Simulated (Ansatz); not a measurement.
Given:

AlGa3N4:
Space group P-43m (No. 215); a = 4.4270 Å, b = 4.4270 Å, c = 4.4270 Å, α = 90.00°, β = 90.00°, γ = 90.00°

| atom | site | symmetry | x | y | z |
|---|---|---|---|---|---|
| Al | 1a | -43m | 0.0000 | 0.0000 | 0.0000 |
| Ga | 3c | -42.m | 0.0000 | 0.5000 | 0.5000 |
| N | 4e | .3m | 0.2452 | 0.2452 | 0.2452 |

This is the LDA-relaxed structure.

Task: All from plane-wave PAW LDA (Ansatz code), unless another level is named. Predict the band gap.

Result: 2.56 eV (direct).

Task: Predict the hole effective mass, band 3 of 3 at the edge.

Result: 0.24 along [100], 0.20 along [110], 0.19 along [111] (mₑ).

Task: What about the weight of the valence-edge state by species (Voronoi cells)?

Result: N 85 %, Ga 11 %, Al 4 %.

Task: Give the weight of the conduction-edge state by species (Voronoi cells).

Result: N 52 %, Ga 38 %, Al 9 %.

The first step of the workflow began from a Materials Project structure, measured or hypothetical; the Crystallography Open Database copy checked does not list it. With Al and Ga taken as one species the cell has the higher symmetry F-43m, so it may be an ordered model of a mixed-site phase. Its standing as an ambient phase is unchecked. The LDA relaxation kept the symmetry of its start; phonons on a q-mesh show no instability. Scalar-relativistic: spin–orbit coupling is off unless named, which matters more the heavier the elements.

Potentials: the later of the program's two PAW sets.
